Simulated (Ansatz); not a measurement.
This guess for YbBe5 is about to be relaxed.

```cif
data_structure
_symmetry_space_group_name_H-M 'P 1'
_symmetry_Int_Tables_number 1
_cell_length_a 4.5198
_cell_length_b 4.5198
_cell_length_c 4.5198
_cell_angle_alpha 60.000
_cell_angle_beta 60.000
_cell_angle_gamma 60.000
_cell_volume 65.29
loop_
_atom_site_label
_atom_site_type_symbol
_atom_site_fract_x
_atom_site_fract_y
_atom_site_fract_z
_atom_site_occupancy
Yb1 Yb 0.00000 0.00000 0.00000 1
Be1 Be 0.25000 0.25000 0.25000 1
Be2 Be 0.12959 0.62347 0.62347 1
Be3 Be 0.62347 0.62347 0.62347 1
Be4 Be 0.62347 0.62347 0.12959 1
Be5 Be 0.62347 0.12959 0.62347 1
```

The calculation used DFT PBE, scalar-relativistic, plane waves, PAW in Ansatz 0.2.0. Cutoff 420 eV, Gaussian smearing, Γ-centred meshes. Cell and atoms relax first on a coarse mesh and then on a finer one. In between, the cell is made exact in the group found at 0.06 Å. In metals the finer mesh still leaves noise of several meV/atom or more. The steps can't lower the symmetry of their start. No spin polarisation in the relaxation; trial moments died out in a coarse test.

A guess keeps its type if space group and coordination stay and the shape of the cell changes little (axis ratios within about 15 %, angles within 6°); the volume may change.

Task: Will the relaxed cell still be of the starting type?

Result: It keeps its type. The symmetry stays F-43m (No. 216). The volume per atom grows by 6.4 %, from 10.9 to 11.6 Å³. The shortest distance goes from 2.23 Å (Be–Be) to 2.29 Å (Be–Be). Counting neighbours within 15 % of an atom's shortest distance, the start has Be 6/16, Yb 16 and the end Be 6/16, Yb 16.

The zero of energy is the elements' standard structures at the same level; no fitted shifts are applied.

Task: At what energy does it end?

Result: +0.28 eV/atom. The separate elements lie lower, so it is unstable against them.

The last run used a 10×10×10 mesh for its 6-atom cell and Gaussian smearing of 0.10 eV. The 4f shell of Yb is treated without a Hubbard U. Trial moments died out on the coarse mesh, so the last step has no spin; another magnetic start might hold. A structure relaxed within its symmetry needn't be a true minimum.

In counts of neighbours, a slash parts the counts of unlike sites.
